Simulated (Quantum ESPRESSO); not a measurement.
## AlSi2PC4 (one run as intended and one with a planted mistake)

Computed values, not a measurement. The program is pw.x of Quantum ESPRESSO 7.5 (plane-wave density functional theory). The cell is made up: 8 atoms on a zincblende/diamond lattice, with randomly drawn elements, strain and displacements, not relaxed. PseudoDojo standard norm-conserving files (v0.5 for PBE, v0.4.1 for LDA and PBEsol) set the functional; there is no spin polarisation, spin-orbit coupling or dispersion term, and the masses in the input are unused placeholders.

Intended input:

```
&control calculation='scf', pseudo_dir='./dojo.nc.sr.pbe.v0_5.standard.upf', outdir='./o', disk_io='low', tprnfor=.true., tstress=.true. /
&system ibrav=0, nat=8, ntyp=4, nbnd=22, ecutwfc=82.02448710, nosym=.true., tot_charge=0,
 occupations='smearing', smearing='fd', degauss=0.0018374661
/
&electrons conv_thr=7.350e-09, electron_maxstep=60, /
ATOMIC_SPECIES
Al 1.0 Al.upf
C 1.0 C.upf
P 1.0 P.upf
Si 1.0 Si.upf
CELL_PARAMETERS angstrom
4.2836 0.0591 0.0164
0.0591 4.4042 0.0241
0.0164 0.0241 4.3838
ATOMIC_POSITIONS angstrom
Al 0.0289 -0.0143 -0.0111
Si 0.0615 2.2047 2.1949
P 2.1614 0.0727 2.1964
Si 2.1795 2.2601 -0.0198
C 1.0959 1.0819 1.0687
C 1.1272 3.3297 3.3064
C 3.2483 1.1365 3.3383
C 3.2615 3.3695 1.0884
K_POINTS automatic
4 4 4 1 1 1
```

The log is shortened where brackets say so; the opening notice, blank lines, dates and the lines on written files are dropped, and the path of the files is cut. It prints rydbergs, bohrs and kilobars, and counts compression as positive stress.

Log of the intended run:

```
     Program PWSCF v.7.5
     Parallel version (MPI & OpenMP), running on       4 processor cores
     Number of MPI processes:                 4
     Threads/MPI process:                     1
     [start-up lines left out]
     bravais-lattice index     =            0
     lattice parameter (alat)  =       8.0957  a.u.
     unit-cell volume          =     557.9867 (a.u.)^3
     number of atoms/cell      =            8
     number of atomic types    =            4
     number of electrons       =        32.00
     number of Kohn-Sham states=           22
     kinetic-energy cutoff     =      82.0245  Ry
     charge density cutoff     =     328.0979  Ry
     scf convergence threshold =      7.3E-09
     mixing beta               =       0.7000
     number of iterations used =            8  plain     mixing
     Exchange-correlation= PBE
                           (   1   4   3   4   0   0   0)
     [axes and pseudopotential details left out]
   Cartesian axes
     site n.     atom                  positions (alat units)
         1        Al     tau(   1) = (   0.0067460  -0.0033380  -0.0025910  )
         2        Si     tau(   2) = (   0.0143556   0.5146312   0.5123436  )
         3        P      tau(   3) = (   0.5045239   0.0169700   0.5126937  )
         4        Si     tau(   4) = (   0.5087489   0.5275629  -0.0046218  )
         5        C      tau(   5) = (   0.2558100   0.2525420   0.2494608  )
         6        C      tau(   6) = (   0.2631162   0.7772338   0.7717950  )
         7        C      tau(   7) = (   0.7582330   0.2652870   0.7792413  )
         8        C      tau(   8) = (   0.7613143   0.7865241   0.2540593  )
     number of k points=    32  Fermi-Dirac smearing, width (Ry)=  0.0018
                       cart. coord. in units 2pi/alat
        k(    1) = (   0.1229037   0.1192780   0.1210399), wk =   0.0625000
        k(    2) = (   0.1219866   0.1179534   0.3653614), wk =   0.0625000
     [further k points left out]
     Dense  grid:    55947 G-vectors     FFT dimensions: (  48,  48,  48)
     Estimated max dynamical RAM per process >      83.57 MB
     Estimated total dynamical RAM >     293.32 MB
     Initial potential from superposition of free atoms
     starting charge      31.9960, renormalised to      32.0000
     Starting wfcs are   32 randomized atomic wfcs
     total cpu time spent up to now is        1.5 secs
     per-process dynamical memory:    61.9 Mb
     Self-consistent Calculation
     iteration #  1     ecut=    82.02 Ry     beta= 0.70
     Davidson diagonalization with overlap
     ethr =  1.00E-02,  avg # of iterations =  3.2
     total cpu time spent up to now is        2.6 secs
     total energy              =     -82.83949179 Ry
     estimated scf accuracy    <       1.89957252 Ry
     iteration #  2     ecut=    82.02 Ry     beta= 0.70
     Davidson diagonalization with overlap
     ethr =  5.94E-03,  avg # of iterations =  2.0
     total cpu time spent up to now is        3.6 secs
     total energy              =     -83.40248796 Ry
     estimated scf accuracy    <       0.93971610 Ry
     [iterations 3 to 10 left out]
     iteration # 11     ecut=    82.02 Ry     beta= 0.70
     Davidson diagonalization with overlap
     ethr =  3.72E-11,  avg # of iterations =  5.0
     total cpu time spent up to now is       13.7 secs
     total energy              =     -83.57029897 Ry
     estimated scf accuracy    <          7.9E-09 Ry
     iteration # 12     ecut=    82.02 Ry     beta= 0.70
     Davidson diagonalization with overlap
     ethr =  2.48E-11,  avg # of iterations =  2.0
     total cpu time spent up to now is       14.4 secs
     End of self-consistent calculation
     [lines on levels left out]
!    total energy              =     -83.57029897 Ry
     estimated scf accuracy    <          1.8E-09 Ry
     smearing contrib. (-TS)   =      -0.00000000 Ry
     internal energy E=F+TS    =     -83.57029897 Ry
     The total energy is F=E-TS. E is the sum of the following terms:
     one-electron contribution =      21.39334593 Ry
     hartree contribution      =       9.69656982 Ry
     xc contribution           =     -30.27132413 Ry
     ewald contribution        =     -84.38889058 Ry
     convergence has been achieved in  12 iterations
     Forces acting on atoms (cartesian axes, Ry/au):
     atom    1 type  1   force =    -0.00865655   -0.00082834    0.02215690
     atom    2 type  4   force =    -0.01951130   -0.00076202   -0.00754228
     atom    3 type  3   force =     0.00396011   -0.02799516   -0.01142579
     atom    4 type  4   force =     0.00664386   -0.02637604    0.04068357
     atom    5 type  2   force =     0.07150908    0.06099102    0.08373102
     atom    6 type  2   force =     0.06549123   -0.01782050   -0.10548846
     atom    7 type  2   force =    -0.06175473    0.04953267   -0.11416116
     atom    8 type  2   force =    -0.05768171   -0.03674165    0.09204620
     Total force =     0.261454     Total SCF correction =     0.000020
     Computing stress (Cartesian axis) and pressure
          total   stress  (Ry/bohr**3)                   (kbar)     P=       75.38
   0.00087054  -0.00052708  -0.00007574          128.06      -77.54      -11.14
  -0.00052708   0.00027417  -0.00013263          -77.54       40.33      -19.51
  -0.00007574  -0.00013263   0.00039253          -11.14      -19.51       57.74
     init_run     :      1.38s CPU      1.41s WALL (       1 calls)
     electrons    :     12.91s CPU     12.96s WALL (       1 calls)
     forces       :      0.21s CPU      0.21s WALL (       1 calls)
     stress       :      0.69s CPU      0.69s WALL (       1 calls)
     [timing details left out]
     PWSCF        :     15.25s CPU     15.37s WALL
     JOB DONE.
```

A second run has one planted mistake: the files are those of another functional. The input lines that differ, file-writing options aside:

```
- &control calculation='scf', pseudo_dir='./dojo.nc.sr.pbe.v0_5.standard.upf', outdir='./o', disk_io='low', tprnfor=.true., tstress=.true. /
+ &control calculation='scf', pseudo_dir='./dojo.nc.sr.lda.v0_4_1.standard.upf', outdir='./o', disk_io='low', tprnfor=.true., tstress=.true. /
```

Its log:

```
     Program PWSCF v.7.5
     Parallel version (MPI & OpenMP), running on       4 processor cores
     Number of MPI processes:                 4
     Threads/MPI process:                     1
     [start-up lines left out]
     bravais-lattice index     =            0
     lattice parameter (alat)  =       8.0957  a.u.
     unit-cell volume          =     557.9867 (a.u.)^3
     number of atoms/cell      =            8
     number of atomic types    =            4
     number of electrons       =        32.00
     number of Kohn-Sham states=           22
     kinetic-energy cutoff     =      82.0245  Ry
     charge density cutoff     =     328.0979  Ry
     scf convergence threshold =      7.3E-09
     mixing beta               =       0.7000
     number of iterations used =            8  plain     mixing
     Exchange-correlation= SLA  PW   NOGX NOGC
                           (   1   4   0   0   0   0   0)
     [axes and pseudopotential details left out]
   Cartesian axes
     site n.     atom                  positions (alat units)
         1        Al     tau(   1) = (   0.0067460  -0.0033380  -0.0025910  )
         2        Si     tau(   2) = (   0.0143556   0.5146312   0.5123436  )
         3        P      tau(   3) = (   0.5045239   0.0169700   0.5126937  )
         4        Si     tau(   4) = (   0.5087489   0.5275629  -0.0046218  )
         5        C      tau(   5) = (   0.2558100   0.2525420   0.2494608  )
         6        C      tau(   6) = (   0.2631162   0.7772338   0.7717950  )
         7        C      tau(   7) = (   0.7582330   0.2652870   0.7792413  )
         8        C      tau(   8) = (   0.7613143   0.7865241   0.2540593  )
     number of k points=    32  Fermi-Dirac smearing, width (Ry)=  0.0018
                       cart. coord. in units 2pi/alat
        k(    1) = (   0.1229037   0.1192780   0.1210399), wk =   0.0625000
        k(    2) = (   0.1219866   0.1179534   0.3653614), wk =   0.0625000
     [further k points left out]
     Dense  grid:    55947 G-vectors     FFT dimensions: (  48,  48,  48)
     Estimated max dynamical RAM per process >      83.57 MB
     Estimated total dynamical RAM >     293.32 MB
     Initial potential from superposition of free atoms
     starting charge      31.9964, renormalised to      32.0000
     Starting wfcs are   32 randomized atomic wfcs
     total cpu time spent up to now is        1.6 secs
     per-process dynamical memory:    61.9 Mb
     Self-consistent Calculation
     iteration #  1     ecut=    82.02 Ry     beta= 0.70
     Davidson diagonalization with overlap
     ethr =  1.00E-02,  avg # of iterations =  3.2
     total cpu time spent up to now is        2.8 secs
     total energy              =     -83.19062560 Ry
     estimated scf accuracy    <       1.96261661 Ry
     iteration #  2     ecut=    82.02 Ry     beta= 0.70
     Davidson diagonalization with overlap
     ethr =  6.13E-03,  avg # of iterations =  2.0
     total cpu time spent up to now is        3.8 secs
     total energy              =     -83.78334664 Ry
     estimated scf accuracy    <       1.04894526 Ry
     [iterations 3 to 10 left out]
     iteration # 11     ecut=    82.02 Ry     beta= 0.70
     Davidson diagonalization with overlap
     ethr =  2.63E-11,  avg # of iterations =  5.1
     total cpu time spent up to now is       14.3 secs
     total energy              =     -83.96994930 Ry
     estimated scf accuracy    <          9.1E-09 Ry
     iteration # 12     ecut=    82.02 Ry     beta= 0.70
     Davidson diagonalization with overlap
     ethr =  2.63E-11,  avg # of iterations =  2.0
     total cpu time spent up to now is       15.2 secs
     End of self-consistent calculation
     [lines on levels left out]
!    total energy              =     -83.96994930 Ry
     estimated scf accuracy    <          1.8E-09 Ry
     smearing contrib. (-TS)   =      -0.00000000 Ry
     internal energy E=F+TS    =     -83.96994930 Ry
     The total energy is F=E-TS. E is the sum of the following terms:
     one-electron contribution =      21.11351652 Ry
     hartree contribution      =       9.59581239 Ry
     xc contribution           =     -30.29038763 Ry
     ewald contribution        =     -84.38889058 Ry
     convergence has been achieved in  12 iterations
     Forces acting on atoms (cartesian axes, Ry/au):
     atom    1 type  1   force =    -0.00909556   -0.00088300    0.02075319
     atom    2 type  4   force =    -0.01916407   -0.00073349   -0.00793868
     atom    3 type  3   force =     0.00347756   -0.02780479   -0.01243716
     atom    4 type  4   force =     0.00636569   -0.02585916    0.03871407
     atom    5 type  2   force =     0.07092407    0.05885587    0.08412644
     atom    6 type  2   force =     0.06530123   -0.01661431   -0.10241547
     atom    7 type  2   force =    -0.06110148    0.04785069   -0.11203489
     atom    8 type  2   force =    -0.05670744   -0.03481181    0.09123250
     Total force =     0.256943     Total SCF correction =     0.000018
     Computing stress (Cartesian axis) and pressure
          total   stress  (Ry/bohr**3)                   (kbar)     P=      -10.12
   0.00029294  -0.00050959  -0.00008386           43.09      -74.96      -12.34
  -0.00050959  -0.00030900  -0.00013473          -74.96      -45.46      -19.82
  -0.00008386  -0.00013473  -0.00019030          -12.34      -19.82      -27.99
     init_run     :      1.46s CPU      1.49s WALL (       1 calls)
     electrons    :     13.55s CPU     13.61s WALL (       1 calls)
     forces       :      0.22s CPU      0.22s WALL (       1 calls)
     stress       :      0.71s CPU      0.72s WALL (       1 calls)
     [timing details left out]
     PWSCF        :     16.03s CPU     16.14s WALL
     JOB DONE.
```

```
                                            intended run  run with the mistake
                          free energy (eV)     -1137.032             -1142.469
                    smearing term -TS (eV)        0.0000                0.0000
                            pressure (GPa)          7.54                 -1.01
            largest force component (eV/Å)         2.935                 2.881
largest change of a force component (eV/Å)                               0.079
                                iterations            12                    12
```

For scale, a rerun of the intended cell at 1347 eV and a 6 x 6 x 6 mesh moved values by no more than 0.007 eV in energy, 0.06 GPa in stress and 0.002 eV/Å in force. Files of another functional have another zero of energy, so the energy change says nothing on stability.